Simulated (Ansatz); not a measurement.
# HfGe: from a starting cell to a relaxed one

The relaxed structure here is a generated cell of HfGe: the first start was made by placing the elements on the sites of a structure type, and the end was not matched to a known phase here, so it may be hypothetical.

The start is a generated cell, HfGe placed in the AFLOW prototype AB_cI16_199_a_a (B_a). A full variable-cell relaxation at zero pressure is run with r2SCAN (plane waves to 500 eV, PAW, scalar-relativistic; Ansatz, a quantum-chemistry and plane-wave program). The first steps use a coarse 5×5×5 k-mesh.

Starting cell:
```
HfGe
1.0
   -3.51427     3.51427     3.51427
    3.51427    -3.51427     3.51427
    3.51427     3.51427    -3.51427
Ge Hf
4 4
Cartesian
  3.20501   3.20501   3.20501
  0.30926   3.82352  -0.30926
  3.82352  -0.30926   0.30926
 -0.30926   0.30926   3.82352
  1.51324   1.51324   1.51324
 -1.51324   2.00102   1.51324
  2.00102   1.51324  -1.51324
  1.51324  -1.51324   2.00102
```

Question: How large is the pressure on the unrelaxed cell, and of which sign?

Answer: -12 GPa (negative: the cell is under tension).

Question: Which atoms feel the largest initial force, and how large is it?

Answer: About 0.8 eV/Å, on Hf5, Hf6, Hf7, Hf8 (atoms numbered as listed).

Question: What symmetry does the relaxed structure have?

Answer: The space group goes from I2₁3 (No. 199) to Pm-3m (No. 221); the end is CsCl type, with 2 atoms in the primitive cell.

Question: How much energy is released per atom?

Answer: 0.28 eV/atom.

Question: How do the shortest distances between atoms change?

Answer: The closest pairs of elements (up to four, under 3.6 Å), start → end: Ge–Hf 2.93 → 2.89 Å; Ge–Ge 2.96 → 3.33 Å; Hf–Hf 3.07 → 3.33 Å.

Question: Is the relaxed structure metallic? Give its gap.

Answer: No gap (metallic).

Final values are on a 14×14×14 k-mesh of the relaxed cell. No spin polarisation in the result. A magnetic state may lie lower.

The run could not lose the symmetry of its start, so the end can be a saddle point.
